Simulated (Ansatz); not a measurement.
Space group P6_3/mmc (No. 194). a = 2.595 Å, b = 2.595 Å, c = 4.991 Å, α = 90.00°, β = 90.00°, γ = 120.00°
```json
{"atom": "Zn", "site": "2c", "symmetry": "-6m2", "x": "0.3333", "y": "0.6667", "z": "0.2500"}
```

Equation of state of this Zn structure (not necessarily the ground state), with shape and atoms relaxed at each volume where symmetry leaves them free. It has no gap at any of these volumes. All numbers below come from DFT r2SCAN, scalar-relativistic, plane waves, PAW in Ansatz.

Cutoff 500 eV; k points 18×18×8 on the computed 2-atom cell (Γ-centred); Gaussian smearing, width 0.10 eV; no spin polarisation.

```json
{"V (Å³/atom)": "13.682", "E − E(largest V) (meV/atom)": "1.54", "P (GPa)": "4.80"}
{"V (Å³/atom)": "14.119", "E − E(largest V) (meV/atom)": "-7.49", "P (GPa)": "1.97"}
{"V (Å³/atom)": "14.556", "E − E(largest V) (meV/atom)": "-9.91", "P (GPa)": "-0.02"}
{"V (Å³/atom)": "14.992", "E − E(largest V) (meV/atom)": "-7.64", "P (GPa)": "-1.91"}
{"V (Å³/atom)": "15.429", "E − E(largest V) (meV/atom)": "0.00", "P (GPa)": "-3.50"}
```

Fit a third-order Birch–Murnaghan equation to E(V).

V0 = 14.55 Å³/atom, B0 = 66 GPa, B0' = 3.0.

Cost: 5 runs of about 6 core-minutes in all, on Arm Neoverse V1 (shared hosts).